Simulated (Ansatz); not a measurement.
InP:
```yaml
crystal:
  lattice:
    - [4.16731, 0.00000, 0.00000]
    - [-2.08365, 3.60900, 0.00000]
    - [0.00000, 0.00000, 6.83269]
  atoms:
    - { symbol: In, position: [0.66667, 0.33333, 0.00001] }
    - { symbol: In, position: [0.33333, 0.66667, 0.50001] }
    - { symbol: P, position: [0.66667, 0.33333, 0.62519] }
    - { symbol: P, position: [0.33333, 0.66667, 0.12519] }
```

Relaxed with HSE06.

Give the Bader charges and basin volumes of the independent atoms, the program Ansatz at the HSE06 level (PAW).



| atom | Bader charge (e) | Bader volume (Å³) |
|---|---|---|
| In1 | +0.99 | 21.4 |
| P3 | -0.99 | 30.0 |

Space group P6_3mc (wurtzite). A made-up cell: these elements were put on the sites of a structure type; the Crystallography Open Database copy checked does not list it. It is not the phase usual at ambient conditions (space group No. 216). The HSE06 relaxation kept the symmetry of its start; its stability against distortions is not shown here.

Potentials: the later of the program's two PAW sets.
